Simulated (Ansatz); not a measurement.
SrNbO₃ (cubic perovskite, Pm-3m) under volume change, PBEsol in the plane-wave PAW code Ansatz, scaled uniformly.

```tsv
V (Å³/atom)	E − E(relaxed) (meV/atom)	P (GPa)
11.805	(withheld)	(withheld)
12.194	30.9	13.41
12.583	(withheld)	(withheld)
12.972	0.0	0.01
13.362	6.5	-5.23
13.751	24.7	-9.67
14.140	52.9	-13.45
```

**Question.** Complete the blanks.

**Answer.** 
- 12.583, E − E(relaxed) (meV/atom): 7.3
- 12.583, P (GPa): 6.17
- 11.805, E − E(relaxed) (meV/atom): 73.5
- 11.805, P (GPa): 21.95

**Question.** What does a third-order Birch–Murnaghan fit give for V₀, B₀ and B′?

**Answer.** V₀ = 12.97 Å³/atom, B₀ = 189 GPa, B′ = 4.4.

The first step of the workflow began from a Materials Project structure, measured or hypothetical; the Crystallography Open Database copy checked does not list it. COD files the formula under space group No. 62. Its standing as an ambient phase is unchecked. The PBEsol relaxation kept the symmetry of its start; whether a distortion lowers the energy is not shown. The run is not spin-polarised.

Potentials: the later of the program's two PAW sets.
